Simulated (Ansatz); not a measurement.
## NaF: reading a single point

```xyz
2
Lattice="0.0000 2.2910 2.2910 2.2910 0.0000 2.2910 2.2910 2.2910 0.0000" Properties=species:S:1:pos:R:3 pbc="T T T"
Na    0.0000    0.0000    0.0000
F     2.2910    2.2910    2.2910
```

Level: PBE, collinear spin; 420 eV; 9×9×9 Γ-centred mesh; cold occupations (width 0.2831 eV); Ansatz 0.2.0, fixed geometry.

The state carries no moments; the state need not be the lowest.

Q: Which element gives electrons and which takes them?

A: Bader charges in e: Na +0.88, F -0.88. In the mean Na gives up most and F takes most.

Q: Which orbitals make up the band edges?

A: Within 0.7 eV of the edges, the states project mainly on F p (99 %) below the gap and on Na s (73 %) and F s (19 %) above it.

Q: Are the atoms at rest?

A: The forces vanish by the symmetry of the sites.

Q: What is the band gap?

A: The gap is 6.50 eV, direct at the points sampled.

Q: Is the cell too large or too small?

A: The pressure is 4.1 GPa (compression positive), so with the atoms held at these fractions the cell would first expand.

Origin: a database entry at a rescaled volume. Caveats: the input typed no starting moments; wide smearing.
